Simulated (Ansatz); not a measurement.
Cu3Pt (Cu3Au type)

```
Cu3Pt
1.0
    3.68445     0.00000     0.00000
    0.00000     3.68445     0.00000
    0.00000     0.00000     3.68445
Cu Pt
3 1
Direct
  0.00000   0.50000   0.50000
  0.50000   0.00000   0.50000
  0.50000   0.50000   0.00000
  0.00000   0.00000   0.00000
```

The slice is a {210} plane (indices of the conventional cell) through the point (0.000, 0.500, 0.500) (fractional), spanned by u = [100] and v = [021] in vectors of this cell: u (3.68 Å) and v (8.24 Å, at 90° to u). It covers one period; positions are fractions (u, v).

These are r2SCAN (plane waves to 500 eV, PAW, scalar-relativistic; Ansatz, a quantum-chemistry and plane-wave program) values and carry that method's errors. k mesh 13×13×13. Inside the PAW spheres the values are not all-electron values, and peaks at nuclei hang on which shells count as valence. Cu3Pt is run without spin polarisation. Cu3Pt was relaxed with its symmetry unable to fall. Spin-orbit coupling is left out, though Pt is heavy.

### Question
Sketch the electrostatic potential energy of an electron, from the cell's mean on this plane as a map.

### Answer
```tsv
v \ u	0.00	0.14	0.29	0.43	0.57	0.71	0.86
0.94	x	x	9.2	11.5	11.5	9.2	x
0.84	9.6	10.5	9.6	x	x	9.6	10.5
0.75	x	<4.0	8.3	x	x	8.3	<4.0
0.66	x	<4.0	9.9	10.4	10.4	9.9	<4.0
0.56	10.9	10.8	x	x	x	x	10.8
0.47	12.5	11.3	x	x	x	x	11.3
0.38	<4.0	6.1	9.8	7.5	7.5	9.8	6.1
0.28	x	x	8.8	8.3	8.3	8.8	x
0.19	8.1	9.7	8.7	x	x	8.7	9.7
0.09	x	x	10.1	10.0	10.0	10.1	x
0.00	x	x	7.4	12.3	12.3	7.4	x
```

Values: electrostatic potential energy of an electron, from the cell's mean, in eV. Points within 1 Å of a nucleus are blanked (x), as the pseudised field means little there. Values under 4 eV are set to 4. The zero, the cell's mean, hangs on the PAW cores.
